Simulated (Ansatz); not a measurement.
TiB₂:
```yaml
crystal:
  lattice:
    - [-1.58206, 1.58206, 2.98113]
    - [1.58206, -1.58206, 2.98113]
    - [1.58206, 1.58206, -2.98113]
  atoms:
    - { symbol: Ti, position: [0.00000, 0.00000, 0.00000] }
    - { symbol: B, position: [0.36794, 0.36794, 0.00000] }
    - { symbol: B, position: [0.63206, 0.63206, 0.00000] }
```

This is the PBEsol-relaxed structure.

### Question
All from the program Ansatz at the PBEsol level (PAW), unless another level is named. Give the highest zone-centre frequency.

### Answer
1063 cm⁻¹.

### Question
Next, the bulk modulus (Birch–Murnaghan fit)?

### Answer
170 GPa.

Space group I4/mmm (MoSi2 or CaC2 type). A made-up cell: these elements were put on the sites of a structure type; neither database checked (COD, Materials Project) lists it. It is not the phase usual at ambient conditions (space group No. 191). Symmetry was held in the PBEsol relaxation; its stability against distortions is not shown here. The run is not spin-polarised. As this level gives no gap, phonon frequencies hold no LO–TO term and depend on the k-mesh and smearing (Fermi–Dirac, 0.1 eV here).

Potentials: the earlier of the program's two PAW sets. The files were generated under PBE; for other functionals the program regenerates the frozen cores, and for LDA and PBEsol the local potential too.
